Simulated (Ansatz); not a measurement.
VInO$_{4}$:
```xyz
12
Lattice="2.8681 -4.2734 0.0000 2.8681 4.2734 0.0000 0.0000 0.0000 6.6427" Properties=species:S:1:pos:R:3 pbc="T T T"
V      2.8681    -1.2040     1.6607
V      2.8681     1.2040     4.9821
In     0.0000     0.0000     3.3214
In     0.0000     0.0000     0.0000
O      2.8681     2.1599     3.6257
O      2.8681    -2.1599     3.0170
O      2.8681    -2.1599     0.3043
O      2.8681     2.1599     6.3384
O      4.3418     0.2165     4.9821
O      1.3945    -0.2165     1.6607
O      4.3418    -0.2165     1.6607
O      1.3945     0.2165     4.9821
```

Relaxed with PBEsol. Special points in fractions of this cell's reciprocal vectors: Γ (0.000, 0.000, 0.000); Y (-0.500, 0.500, 0.000); C0 (-0.363, 0.637, 0.000); Σ0 (0.363, 0.363, 0.000); Z (0.000, 0.000, 0.500); A0 (0.363, 0.363, 0.500); E0 (-0.363, 0.637, 0.500); T (-0.500, 0.500, 0.500); S (0.000, 0.500, 0.000); R (0.000, 0.500, 0.500).

List the band energies nearest the valence-band maximum at these points for the program Ansatz at the PBEsol level (PAW).

In eV from the valence-band maximum; about four levels below and three above (degenerate sets whole), none deeper than 8.9 eV; points with the same levels are listed once.

| k | below | above |
|---|---|---|
| Γ | -0.97 -0.49 -0.22 -0.03 | 3.48 3.61 3.92 |
| Y | -0.54 -0.14 -0.11 0.00 | 3.13 3.47 3.76 |
| C0 | -0.54 -0.38 -0.29 -0.16 | 3.14 3.41 3.80 |
| Z | -0.81 -0.81 -0.16 -0.16 | 3.66 3.66 4.06 4.06 |
| A0 | -0.54 -0.54 -0.41 -0.41 | 3.43 3.43 3.81 3.81 |
| T | -0.45 -0.45 -0.25 -0.25 | 3.65 3.65 3.72 3.72 |
| S | -0.75 -0.66 -0.37 -0.19 | 3.26 3.51 3.81 |
| R | -0.60 -0.60 -0.42 -0.42 | 3.45 3.45 3.88 3.88 |

Space group Cmcm. The workflow started from a Materials Project entry (that database holds measured and hypothetical structures alike); the Crystallography Open Database files this formula in space group No. 63, but the cells were not matched. Its standing as an ambient phase is unchecked. The PBEsol relaxation kept the symmetry of its start; its stability against distortions is not shown here. No spin polarisation was allowed. No Hubbard U is applied. Spin–orbit coupling is left out wherever it is not named.

Potentials: the later of the program's two PAW sets.
